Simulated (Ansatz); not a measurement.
Relaxed candidate structures of YSi₂:

A. P4/mmm (No. 123), tP3; a = 2.976 Å, b = 2.976 Å, c = 7.921 Å, α = 90.00°, β = 90.00°, γ = 90.00°; Si 2g (0.000, 0.000, 0.146); Y 1b (0.000, 0.000, 0.500)

B. R-3m, hexagonal axes (No. 166), hR3; a = b = 3.781 Å, c = 15.231 Å, α = β = 90.00°, γ = 120.00°; Y 3b (0.000, 0.000, 0.500); Si 6c (0.000, 0.000, 0.301)

C. Pnma (No. 62), oP12; a = 6.214 Å, b = 3.831 Å, c = 10.454 Å, α = β = γ = 90.00°; Si 4c (0.160, 0.250, 0.318); Si 4c (0.185, 0.250, 0.913); Y 4c (0.192, 0.250, 0.618)

D. Immm (No. 71), oI6; a = 4.2944 Å, b = 5.5246 Å, c = 6.2371 Å, α = β = γ = 90.00°; Y 2a (0.000, 0.000, 0.000); Si 4j (0.000, 0.500, 0.179)

**Question.** Rank these by energy per atom (lowest first), as r2SCAN (plane waves to 500 eV, PAW, scalar-relativistic; Ansatz, a first-principles code) gives it.

**Answer.** B (reference, the lowest among the structures calculated here), C (+0.11 eV/atom), D (+0.55 eV/atom), A (+1.38 eV/atom)

Probably no minimum, since a slightly shaken restart fell lower: Immm, oI6 (by 0.55 eV/atom, to R-3m). Each run could gain symmetry but not lose that of its start, so entries can be saddle points. All of these are generated cells (placed on structure types, drawn at random, substituted or restacked) that were not matched to a known phase here. The real structure of this composition may not be among these. Energies are at zero temperature and pressure, without zero-point motion. The runs use different k-meshes, so differences are rounded accordingly. No spin polarisation in the result.
